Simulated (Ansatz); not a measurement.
SiC:
Space group F-43m (No. 216); a = b = c = 4.3563 Å, α = β = γ = 90.00°

| atom | site | symmetry | x | y | z |
|---|---|---|---|---|---|
| C | 4c | -43m | 0.2500 | 0.2500 | 0.2500 |
| Si | 4a | -43m | 0.0000 | 0.0000 | 0.0000 |
(The calculation used a cell of 2 atoms; values per cell refer to that cell.)

Relaxed with r²SCAN.

Task: Give the optical modes at the zone centre with their infrared and Raman activity from DFPT, plane-wave PAW r²SCAN (Ansatz code).

Result: Transverse frequencies, without the LO–TO term; a row sums one degenerate level.

| ω (cm⁻¹) | degeneracy | IR ((D/Å)²/amu) | Raman (Å⁴/amu) | activity | symmetry |
|---|---|---|---|---|---|
| 799 | 3 | 60.84 | 33 | IR+Raman | T2 |

Task: How high does the top mode go among those that the LO–TO term moves?

Result: 979 cm⁻¹ for q along x.

Symmetry was held in the r²SCAN relaxation; phonons on a q-mesh show no instability.

Potentials: the later of the program's two PAW sets.
